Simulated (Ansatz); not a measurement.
Computed with DFT PBE, scalar-relativistic, plane waves, PAW in Ansatz 0.2.0. Settings: cutoff 420 eV, Γ-centred meshes spaced at most about 0.3 Å⁻¹, and about 0.25 Å⁻¹ or finer for metals (2π included), Gaussian smearing. Collinear spin in cells that started with moments and kept them past the coarse steps, no spin elsewhere.

These are static total energies at zero pressure. All come from trial cells, and lower structures may exist.

**Question.** Order these relaxed structures of K3C by energy, lowest first, with the energy over the lowest of them.
1.

Space group P6/mmm (No. 191). a = 7.786 Å, b = 7.786 Å, c = 5.385 Å, α = 90.00°, β = 90.00°, γ = 120.00°
```
atom  site  symmetry       x       y       z
   K    2c      -6m2  0.3333  0.6667  0.0000
   K    1a     6/mmm  0.0000  0.0000  0.0000
   C    1b     6/mmm  0.0000  0.0000  0.5000
```

2.

Space group I4/mmm (No. 139). a = 5.390 Å, b = 5.390 Å, c = 8.636 Å, α = 90.00°, β = 90.00°, γ = 90.00°
```
atom  site  symmetry       x       y       z
   K    4d      -4m2  0.0000  0.5000  0.2500
   K    2b     4/mmm  0.5000  0.5000  0.0000
   C    2a     4/mmm  0.0000  0.0000  0.0000
```

**Answer.** 2 (0 meV/atom), 1 (133 meV/atom). Forms: 2 I4/mmm, moments up to 1.0 μB; 1 P6/mmm, moments up to 1.9 μB. Counting K atoms around C (those within 1.25 times the shortest such distance or 1.15 times the sum of covalent radii; a plus sign parts nearer from farther groups; the shortest distance is added where it is long for a bond): cell 2 has C 8+4 from 3.5 Å; cell 1 has C 2. Even the lowest lies +1.32 eV/atom against the elements.

The magnetic state reached may not be the lowest. Cells relaxed within their symmetry can be saddle points. Some candidate types were left out of the draw beforehand, so a known form may be missing.
